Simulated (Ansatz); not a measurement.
Consider the following.

W:
```xyz
8
Lattice="5.0539 0.0000 0.0000 0.0000 5.0539 0.0000 0.0000 0.0000 5.0539" Properties=species:S:1:pos:R:3 pbc="T T T"
W      0.0000     0.0000     0.0000
W      2.5269     2.5269     2.5269
W      0.0000     2.5269     1.2635
W      0.0000     2.5269     3.7904
W      1.2635     0.0000     2.5269
W      3.7904     0.0000     2.5269
W      2.5269     3.7904     0.0000
W      2.5269     1.2635     0.0000
```

This is the r²SCAN-relaxed structure.

### Question
All from r²SCAN in the plane-wave PAW code Ansatz, unless another level is named. Give the density of states at the Fermi level.

### Answer
0.26 states/eV per atom (mean over ±0.08 eV).

### Question
Next, the gap with spin–orbit coupling?

### Answer
none (metallic).

Space group Pm-3n (A15 (β-W type)). The workflow started from an entry of the Crystallography Open Database (COD), which files this formula under 6 space groups. It is not the phase usual at ambient conditions (space group No. 229). The cell was relaxed with r²SCAN under the symmetry of its start; of distortions, only those at the zone centre were tested. The run is not spin-polarised. Scalar-relativistic: spin–orbit coupling is off unless named, which matters more the heavier the elements.

Potentials: the earlier of the program's two PAW sets.
